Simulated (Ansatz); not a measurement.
Zr:
Space group P6₃/mmc (No. 194); a = b = 3.184 Å, c = 5.119 Å, α = β = 90.00°, γ = 120.00°

```tsv
atom	site	symmetry	x	y	z
Zr	2c	-6m2	0.3333	0.6667	0.2500
```

Relaxed at zero pressure with the program Ansatz at the PBEsol level (PAW).

Q: The volume is raised by 3 % and shape and atoms relax at that volume. What pressure results, and how do the axes share the change?

A: -2.8 GPa; a 1.1 %, b 1.1 %, c 0.8 %; the energy rises by 6 meV/atom.

Q: Give the new structure.

A: 
Space group P6₃/mmc (No. 194); a = b = 3.219 Å, c = 5.157 Å, α = β = 90.00°, γ = 120.00°

```
atom  site  symmetry       x       y       z
----  ----  --------  ------  ------  ------
Zr      2c      -6m2  0.3333  0.6667  0.2500
```

The phase is kept; no other phase was compared at this pressure.

Space group P6_3/mmc (hcp (Mg type)). The PBEsol relaxation kept the symmetry of its start; of distortions, only those at the zone centre were tested. The run is not spin-polarised. Axis ratios of metals converge slowly with the k-mesh, so a and c are less sure than the volume.

Potentials: the earlier of the program's two PAW sets.
